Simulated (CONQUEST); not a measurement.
Input and output of a self-consistent single point for Sn₂SeS (Pmc2_1, 8 atoms in the cell; from Materials Project mp-1218960, changed as shown) (CONQUEST).

All values come from this method and carry its errors: PBEsol, numerical atomic orbitals double-zeta with polarisation (the shipped basis), PseudoDojo norm-conserving potentials made for PBEsol (CONQUEST 1.3).

The change in words: lattice scaled by 0.98. Reference geometry (Pmc2_1):
```yaml
crystal:
  lattice:
    - [4.00458, 0.00000, 0.00000]
    - [0.00000, 4.61268, 0.00000]
    - [0.00000, 0.00000, 11.39312]
  atoms:
    - { symbol: Sn, position: [0.00000, 0.10539, 0.61744] }
    - { symbol: Sn, position: [0.00000, 0.89461, 0.11744] }
    - { symbol: Sn, position: [0.50000, 0.35857, 0.37707] }
    - { symbol: Sn, position: [0.50000, 0.64143, 0.87707] }
    - { symbol: Se, position: [0.00000, 0.75679, 0.35275] }
    - { symbol: Se, position: [0.00000, 0.24321, 0.85275] }
    - { symbol: S, position: [0.50000, 0.74453, 0.65274] }
    - { symbol: S, position: [0.50000, 0.25547, 0.15274] }
```

Reference input (self-consistent single point, DFT, PBEsol, numerical atomic orbitals double-zeta with polarisation (the shipped basis), PseudoDojo norm-conserving potentials made for PBEsol): basis = DZP; Diag.MPMeshX, Y, Z = 4 4 2; potentials = PseudoDojo norm-conserving PBEsol; Grid.GridCutoff = 140 Ha; DM.SolutionMethod = diagon; Diag.kT = 0.001837 Ha; Diag.GammaCentred = true; minE.SCTolerance = 1.0e-06; SC.MaxIters = 100; SC.LinearMixingFactor = 0.3; AtomMove.TypeOfRun = static. This run's input differs from it in these lines:

```diff
@@ -31,5 +31,5 @@
 # file: coords.dat
-     4.004577000      0.000000000      0.000000000
-     0.000000000      4.612685000      0.000000000
-     0.000000000      0.000000000     11.393117000
+     3.924485000      0.000000000      0.000000000
+     0.000000000      4.520431000      0.000000000
+     0.000000000      0.000000000     11.165255000
 8
```

Output (repeated stretches shortened):

```
    PulayMixSC: Starting Pulay mixing, A_up =  0.300 A_dn =  0.300
    PulayMixSC: Spin non-polarised calculation.
          Harris-Foulkes Energy            :      -578.847101149071136 Ha
          Free Energy (E-TS)               :      -578.847102785392963 Ha
    PulayMixSC: Pulay iteration     1 residual:              0.11411E-02
          Harris-Foulkes Energy            :      -578.811581002253433 Ha
          Free Energy (E-TS)               :      -578.811583150334513 Ha
    PulayMixSC: Pulay iteration     2 residual:              0.54948E-03
          Harris-Foulkes Energy            :      -578.805598707411150 Ha
   [... lines left out ...]
          Free Energy (E-TS)               :      -578.804865259873736 Ha
    PulayMixSC: Pulay iteration     6 residual:              0.49836E-05
          Harris-Foulkes Energy            :      -578.804862808057806 Ha
          Free Energy (E-TS)               :      -578.804865114010454 Ha
    PulayMixSC: Pulay iteration     7 residual:              0.24989E-05
          Harris-Foulkes Energy            :      -578.804862392165887 Ha
          Free Energy (E-TS)               :      -578.804864696521236 Ha
    PulayMixSC: Pulay iteration     8 residual:              0.84187E-06
    PulayMixSC: Reached SCF tolerance of  0.84187E-06 after      8 iterations
      | Number of electrons      =       100.000112
      | GS Energy as E-(1/2)TS   =      -578.804863544343561 Ha
      | Free Energy as E-TS      =      -578.804864696521236 Ha
      |* Harris-Foulkes energy   =      -578.804862392165887 Ha
      |* DFT total energy        =      -578.804862381148496 Ha

    force: Forces on atoms (Ha/A )
    force:  Atom   X              Y              Z
    force:     1  -0.0000000000   0.0224624592  -0.0257584216
    force:     2  -0.0000000000  -0.0224624592  -0.0257584216
    force:     3  -0.0000000000  -0.0224734156   0.0275919410
    force:     4  -0.0000000000   0.0224734156   0.0275919410
    force:     5  -0.0000000000   0.0229295238   0.0184985026
    force:     6   0.0000000000  -0.0229295238   0.0184985026
   [... lines left out ...]
    force:     8  -0.0000000000   0.0235968877  -0.0196148469

    force: Maximum force :        0.02759194(Ha/A ) on atom         3 in z direction
    force: Force Residual:        0.03257277 Ha/A
    force: Total stress:         -5.89405900    -3.34170251    -4.95880384 GPa
    force: Average pressure:      4.73152178 GPa

    get_E_and_F: Change in energy during last step of electronic optimisation:  0.41589E-06
```

The run converged in 8 iterations. CONQUEST prints the stress tensor with tension positive. Against the reference run the free energy goes up by 25.3 meV/atom, the pressure goes from 0.76 to 4.73 GPa, the largest force goes from 0.460 to 0.968 eV/Å and the gap on the mesh goes from 0.870 to 0.674 eV.

The program uses no crystal symmetry, so grid and mesh can part values that symmetry would make equal. The atom-centred basis is finite, which shifts total energies, pressures, gaps and forces against plane waves. The structure comes from a collection of computed structures, made at another level of theory; the collection holds predicted forms beside known ones. Its lattice was then scaled.

Cost on one core: roughly 110 core-seconds.
